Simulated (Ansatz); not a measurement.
Trial structure of HfAl3N, not yet relaxed:

Space group P6/mmm (No. 191). a = 4.582 Å, b = 4.582 Å, c = 4.201 Å, α = 90.00°, β = 90.00°, γ = 120.00°
```csv
atom,site,symmetry,x,y,z
Hf,1b,6/mmm,0.0000,0.0000,0.5000
Al,3f,mmm,0.5000,0.0000,0.0000
N,1a,6/mmm,0.0000,0.0000,0.0000
```

The calculation used DFT PBE, scalar-relativistic, plane waves, PAW (Ansatz). Settings: cutoff 420 eV, Γ-centred mesh 6×6×4 on the computed 5-atom cell, Gaussian smearing of 0.10 eV; no spin polarisation.

The zero of energy is the elements' standard structures at the same level (N₂ as a molecule); no fitted shifts are applied.

Question: How far from equilibrium is it?

Answer: The pressure is 23.1 GPa (the mean over three directions, positive in compression), the largest force is 0.00 eV/Å (symmetry fixes the atoms), and the energy is +0.64 eV/atom against the elements. The shortest distance is 2.10 Å.

Question: Is it a good guess?

Answer: A rough one: relaxing gains about 0.31 eV/atom (the start's value is from the coarse mesh, so the gain is rough) in 12 ionic steps and ends at +0.34 eV/atom on the finer mesh. The symmetry stays P6/mmm (No. 191). The volume per atom grows by 23.8 %, from 15.3 to 18.9 Å³. The shortest distance goes from 2.10 Å (Hf–N) to 2.07 Å (Hf–N). The ratio c/a of the conventional cell changes by a factor of 0.88. Conventional cell: a = 5.132 Å, c = 4.145 Å. Around Hf lie 2 N at 2.07 Å; Al is surrounded by 4 Al at 2.57 Å and 2 N at 2.57 Å; N has 2 Hf at 2.07 Å and 6 Al at 2.57 Å.

The last run used a 12×12×10 mesh (in the run's order of axes) for its 5-atom cell and Gaussian smearing of 0.10 eV. Spin–orbit coupling, which can matter for Hf, is left out. The relaxation can't lower the symmetry of the start, and the grade says only how near the guess is to its own end. Symmetry constrained the relaxation, so the result can be a saddle point. Another cell of HfAl3N relaxed alike, in Pm-3m, lies 289 meV/atom lower, so this cell isn't the stable form at this level.
